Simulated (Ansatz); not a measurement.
Ti$_{2}$AlB$_{2}$:
```
Ti2AlB2
1.0
    3.00643     0.00000     0.00000
   -1.50322     2.60365     0.00000
    0.00000     0.00000     7.66894
Ti Al B
2 1 2
Direct
  0.33333   0.66667   0.70382
  0.33333   0.66667   0.29618
  0.00000   0.00000   0.00000
  0.00000   0.00000   0.50000
  0.66667   0.33333   0.50000
```

Relaxed with r²SCAN. Special points in fractions of this cell's reciprocal vectors: Γ (0.000, 0.000, 0.000); M (0.500, 0.000, 0.000); K (0.333, 0.333, 0.000); A (0.000, 0.000, 0.500); L (0.500, 0.000, 0.500); H (0.333, 0.333, 0.500).

Problem. List the band energies nearest the Fermi level at these points for DFT-r²SCAN in the program Ansatz with PAW potentials.

Solution. In eV from the Fermi level; about four levels below and three above (degenerate sets whole), none deeper than 8.9 eV; points with the same levels are listed once.

```json
[
 {"k": "Γ", "below": "-1.72 -1.71 -1.71 -1.70", "above": "1.06 1.06 1.19 1.19"},
 {"k": "M", "below": "-2.89 -2.82 -1.38 -0.59", "above": "1.98 2.05 3.45"},
 {"k": "K", "below": "-2.21 -1.96 -1.27 -0.47", "above": "0.23 2.13 2.30"},
 {"k": "A", "below": "-3.48 -1.70 -1.70 -0.57", "above": "1.09 1.09 1.18 1.18"},
 {"k": "L", "below": "-2.79 -1.90 -1.46 -0.60", "above": "1.78 1.89 3.51"},
 {"k": "H", "below": "-1.81 -1.45 -0.83 -0.11", "above": "2.23 3.02 3.50"}
]
```

Space group P-6m2. The start of the workflow was typed in or built on a structure type; neither database checked (COD, Materials Project) lists it. Its standing as an ambient phase is unchecked. Symmetry was held in the r²SCAN relaxation; its stability against distortions is not shown here. No spin polarisation was allowed.

Potentials: the earlier of the program's two PAW sets. The files were generated under PBE; for other functionals the program regenerates the frozen cores, and for LDA and PBEsol the local potential too.
